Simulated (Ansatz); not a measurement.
## Step by step: SrRe, relaxation of cell and atoms

Level of theory: Ansatz 0.2.0, DFT, r2SCAN, PAW with Ansatz's default frozen-core files, scalar-relativistic.

Command: `ansatz run input.yaml --threads 1 --pin off --max-ram 2048MiB --backend cpu --events-out ev --progress --plain --runs-dir out` The run took 3.3 min on 1 thread of Arm Neoverse V1, with other jobs on the host, peak memory 0.67 GiB.

```yaml
crystal:
  lattice:
    - [1.8067627773, -1.0431349758, 5.9020917391]
    - [0.0, 2.0862699516, 5.9020917391]
    - [-1.8067627773, -1.0431349758, 5.9020917391]
  atoms:
    - { symbol: Re, position: [0.0, 0.0, 0.0] }
    - { symbol: Sr, position: [0.5, 0.5, 0.5] }
kpoints:
  mp_grid: { grid: [12, 12, 12] }
scf:
  occupations: { method: fermi_dirac, width: 0.05 }
hamiltonian:
  xc: r2scan
  pseudopotentials: { kind: paw }
output:
  forces: true
  stress: true
relax:
  f_tol: 0.005
  max_steps: 80
  cell: {}
```

Spin polarisation is left out, and whether a magnetic state lies lower isn't shown here.

No spin–orbit coupling, which matters for the heavy atoms here.

The cell is built from the L11 type as a first guess.

The cutoff is 500 eV; energies and pressures of the walk include the program's estimate of the Pulay term. The PAW files were made with PBE; their cores are remade for this functional.

Each frame lists the cell vectors (Å), then Cartesian positions (Å); symmetry keeps all forces zero. Free energies count from the first step, -14431.0120 eV.

The walk took 8 evaluations in all; steps that aren't listed are left out.

Step 1: E = 0.0 meV, P = -15.27 GPa

```
cell 1.8068 -1.0431 5.9021 0.0000 2.0863 5.9021 -1.8068 -1.0431 5.9021
Re    0.0000    0.0000    0.0000
Sr    0.0000    0.0000    8.8531
```

Step 2: E = -754.3 meV, P = -14.34 GPa

```
cell 1.7381 -1.0035 5.6141 0.0000 2.0069 5.6141 -1.7381 -1.0035 5.6141
Re    0.0000    0.0000    0.0000
Sr    0.0000    0.0000    8.4211
```

Step 3: E = -1410.9 meV, P = -10.65 GPa

```
cell 1.6502 -0.9528 5.3663 0.0000 1.9055 5.3663 -1.6502 -0.9528 5.3663
Re    0.0000    0.0000    0.0000
Sr    0.0000    0.0000    8.0494
```

Step 4: E = -1757.8 meV, P = -4.33 GPa

```
cell 1.5608 -0.9011 5.2804 0.0000 1.8023 5.2804 -1.5608 -0.9011 5.2804
Re    0.0000    0.0000    0.0000
Sr    0.0000    0.0000    7.9205
```

Step 5: E = -1866.4 meV, P = 2.09 GPa

```
cell 1.4728 -0.8503 5.4227 0.0000 1.7006 5.4227 -1.4728 -0.8503 5.4227
Re    0.0000    0.0000    0.0000
Sr    0.0000    0.0000    8.1341
```

Step 6: E = -1873.1 meV, P = -0.61 GPa

```
cell 1.4753 -0.8518 5.5235 0.0000 1.7035 5.5235 -1.4753 -0.8518 5.5235
Re    0.0000    0.0000    0.0000
Sr    0.0000    0.0000    8.2852
```

Problem. How does the relaxation end?

Solution. It converges, with a = 2.943 Å, b = 2.943 Å, c = 16.555 Å, α = 90.00°, β = 90.00°, γ = 120.00° (conventional cell, space group R-3m). The last solve (on a basis chosen afresh for the final cell, so its energy is not quite comparable) gives E = -1871.4 meV, P = -0.04 GPa:
```
cell 1.4717 -0.8497 5.5183 0.0000 1.6993 5.5183 -1.4717 -0.8497 5.5183
Re    0.0000    0.0000    0.0000
Sr    0.0000    0.0000    8.2774
```
